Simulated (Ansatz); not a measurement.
CsPbBr$_{3}$ (cubic perovskite)

```
CELL_PARAMETERS angstrom
      5.93761     0.00000     0.00000
      0.00000     5.93761     0.00000
      0.00000     0.00000     5.93761
ATOMIC_POSITIONS crystal
  Cs 0.00000 0.00000 0.00000
  Pb 0.50000 0.50000 0.50000
  Br 0.00000 0.50000 0.50000
  Br 0.50000 0.50000 0.00000
  Br 0.50000 0.00000 0.50000
```

The slice is a {100} plane (indices of the conventional cell) through the point (0.500, 0.500, 0.000) (fractional), spanned by u = [100] and v = [010] in vectors of this cell: u (5.94 Å) and v (5.94 Å, at 90° to u). It covers one period; positions are fractions (u, v).

These are r2SCAN (plane waves to 500 eV, PAW, scalar-relativistic; Ansatz, a program for electronic structure) values and carry that method's errors. k mesh 6×6×6. Near the nuclei the fields are pseudised (PAW); where an atom keeps semicore shells as valence, they peak there. CsPbBr3 was relaxed with its symmetry unable to fall. Spin-orbit coupling is left out, though Pb is heavy. This is a high-temperature form of CsPbBr3.

Question: Around which element is the density of the highest valence band (whole band, smooth part) largest on this plane?

Answer: Br. Mean over a disc round each atom, of radius 0.45 times the shortest bond: Br 0.021, Cs 0.000 e/Å³.

Question: Around which element is the density of the lowest conduction band (whole band as if filled, smooth part) largest on this plane?

Answer: Br. Mean over a disc round each atom, of radius 0.45 times the shortest bond: Br 0.015, Cs 0.002 e/Å³.

Question: Predict the map of the density of the lowest conduction band (whole band as if filled, smooth part) on the slice.

Answer: 
```
|13798421000000000000000001248973|
|67997311000000000000000001137997|
|99975210000000000000000000125799|
|88753110000000000000000000113578|
|54321100000000000000000000011234|
|22111000000000000000000000001112|
|11100000000000000000000000000011|
|00000000000000000000000000000000|
|00000000000000000000000000000000|
|00000000000000000000000000000000|
|00000000000000000000000000000000|
|00000000000000001000000000000000|
|00000000000000111110000000000000|
|00000000000001111111000000000000|
|00000000000001100011000000000000|
|00000000000011100011100000000000|
|00000000000001100011000000000000|
|00000000000001111111000000000000|
|00000000000000111110000000000000|
|00000000000000001000000000000000|
|00000000000000000000000000000000|
|00000000000000000000000000000000|
|00000000000000000000000000000000|
|00000000000000000000000000000000|
|11100000000000000000000000000011|
|22111000000000000000000000001112|
|54321100000000000000000000011234|
|88753110000000000000000000113578|
|99975210000000000000000000125799|
|67997311000000000000000001137997|
|13798421000000000000000001248973|
|01698521000000000000000001258961|
```
Scale: ten equal steps from 0.000 (start of '0') to 0.031 (end of '9'), in the order '0123456789'. Values: density of the lowest conduction band (whole band as if filled, smooth part) in e/Å³. The map has 32 points along u (one character each, u = 0 at the left) and 32 along v (v = 0 in the bottom row).
